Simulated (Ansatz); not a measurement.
# Is this Zr7Ge structure a true minimum?

The structure comes from a proposed guess, relaxed at this level; another structure or a mixture of phases may lie lower.

Level of theory: Ansatz, DFT PBE, scalar-relativistic, plane waves, PAW. Cutoff 420 eV; k points 10×10×4 on the computed 8-atom cell (Γ-centred); Gaussian smearing, width 0.10 eV; no spin polarisation.

The cell below (8 atoms, space group P4/mmm (No. 123)) is relaxed within its symmetry.

```
Zr Ge
1.0
     3.59003    0.00000    0.00000
     0.00000    3.59003    0.00000
     0.00000    0.00000   13.57321
Zr Ge
7 1
Direct
  0.50000 0.50000 0.89517
  0.50000 0.50000 0.10483
  0.00000 0.00000 0.76262
  0.00000 0.00000 0.23738
  0.50000 0.50000 0.37200
  0.50000 0.50000 0.62800
  0.00000 0.00000 0.50000
  0.00000 0.00000 0.00000
```

For the test it was strained at random (σ = 1.5 % a component), the atoms were moved at random (σ = 0.10 Å), and all was relaxed again on a coarse 6×6×2 mesh (in the run’s order of axes) with 0.20 eV smearing, with no symmetry imposed.

Task: Does it come back?

Result: It returns, within 1 meV/atom of the unmoved cell on that mesh and with the same symmetry when read at 0.1 Å (Cm at 0.01 Å, so small strains and shifts remain). No instability shows in this cell; modes of other wave vectors, which need another repeat, aren't tested.
